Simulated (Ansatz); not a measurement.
## Structure relaxation, TiTe$_{2}$

The start is a relaxed TiTe2 cell shaken by Gaussian noise of σ = 0.08 Å a coordinate. A full variable-cell relaxation at zero pressure is run with r2SCAN (plane waves to 500 eV, PAW, scalar-relativistic; Ansatz, a quantum-chemistry and plane-wave program). First-step values are on the input's coarse k-mesh.

Ansatz input (later rounds restart from its end on a renewed k-mesh):
Ansatz 0.2 input:
```yaml
crystal:
  lattice:
    - [7.6354132653, 0, 0]
    - [0, 4.0833088583, 0]
    - [0, 0, 9.4554420301]
  atoms:
    - { symbol: Ti, position: [0.2401867082, 0.2714718527, 0.0983471407] }
    - { symbol: Ti, position: [0.7385675647, 0.2553729531, 0.3941977225] }
    - { symbol: Ti, position: [0.7598110627, 0.7624957335, 0.8986793487] }
    - { symbol: Ti, position: [0.2357356166, 0.7383608609, 0.5963165739] }
    - { symbol: Te, position: [0.1321833324, 0.2577544621, 0.4074757809] }
    - { symbol: Te, position: [0.6480776224, 0.2287420858, 0.0907204332] }
    - { symbol: Te, position: [0.8765484719, 0.7917116799, 0.6000200076] }
    - { symbol: Te, position: [0.3580499177, 0.7464956565, 0.9093320821] }
    - { symbol: Te, position: [0.0140767768, 0.263123712, 0.8635574741] }
    - { symbol: Te, position: [0.5114149575, 0.2258314925, 0.6407431992] }
    - { symbol: Te, position: [0.9967159602, 0.7185799908, 0.1482290476] }
    - { symbol: Te, position: [0.4870183255, 0.7739270709, 0.3502228525] }
basis: { ecutwfc: 500, ecutrho_ratio: 4, xc_grid: 4, fft_grid_basis: typed }
kpoints: { mp_grid: { grid: [3, 5, 2] } }
hamiltonian:
  xc: r2scan
  dispersion: none
  pseudopotentials: { kind: paw }
scf: { occupations: { method: fermi_dirac, width: 0.05 } }
relax: { f_tol: 0.01, max_steps: 100, cell: { stress_tol: 0.02 } }
output: { forces: true, stress: true }
```

### Question
What is the largest force in the starting geometry, and on which atom (counted from 1)?

### Answer
About 1.6 eV/Å, on Ti1 (atoms numbered as listed).

### Question
How much energy is released per atom?

### Answer
0.05 eV/atom.

### Question
How do the shortest distances between atoms change?

### Answer
The closest pairs of elements (up to four, under 3.6 Å), start → end: Te–Ti 2.65 → 2.89 Å; Te–Te 3.26 → 3.37 Å.

### Question
What band gap does the relaxed structure have at this level?

### Answer
Zero (the bands touch at this level, without spin-orbit coupling). The gap comes from the SCF mesh and the high-symmetry points alone.

Final values are on a 9×5×4 k-mesh of the relaxed cell. No spin polarisation in the result. Spin-orbit coupling is missing; with elements this heavy it can move band edges by tenths of an eV or more.

The relaxed structure here is a generated cell of TiTe2: the first start was made by placing the elements on the sites of a structure type, and the end was not matched to a known phase here, so it may be hypothetical. Known forms of TiTe2 include space group No. 164.
